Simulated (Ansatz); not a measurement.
B4C:
Space group R-3m, hexagonal axes (No. 166); a = b = 5.632 Å, c = 12.075 Å, α = β = 90.00°, γ = 120.00°

| atom | site | symmetry | x | y | z |
|---|---|---|---|---|---|
| B | 18h | .m | 0.1673 | 0.3347 | 0.0262 |
| B | 18h | .m | 0.2159 | 0.1079 | 0.1139 |
| C | 6c | 3m | 0.0000 | 0.0000 | 0.3902 |
| C | 3b | -3m | 0.0000 | 0.0000 | 0.5000 |
(The calculation used a cell of 15 atoms; values per cell refer to that cell.)

Relaxed with r²SCAN.

Problem. Tabulate the valence density and the electron localisation function along the shortest B–C contact (1.66 Å), the program Ansatz at the r²SCAN level (PAW).

Solution. 

```csv
distance from B (Å),density (e/Å³),ELF
0.17,0.43,0.00
0.25,0.55,0.03
0.33,0.67,0.15
0.42,0.78,0.40
0.50,0.85,0.66
0.58,0.91,0.82
0.66,0.95,0.90
0.75,1.01,0.93
0.83,1.09,0.94
0.91,1.20,0.93
1.00,1.34,0.91
1.08,1.50,0.87
1.16,1.66,0.79
1.25,1.77,0.63
1.33,1.79,0.38
1.41,1.72,0.16
1.49,1.60,0.04
```

The density is the valence pseudo-density with augmentation charge, so density and ELF within about 1 Å of a nucleus are not all-electron values.

The first step of the workflow began from a Materials Project structure, measured or hypothetical; the Crystallography Open Database copy checked does not list it. Whether it is the stable phase at ambient conditions was not checked. The r²SCAN relaxation kept the symmetry of its start; its stability against distortions is not shown here.

Potentials: the earlier of the program's two PAW sets. The files were generated under PBE; for other functionals the program regenerates the frozen cores, and for LDA and PBEsol the local potential too.
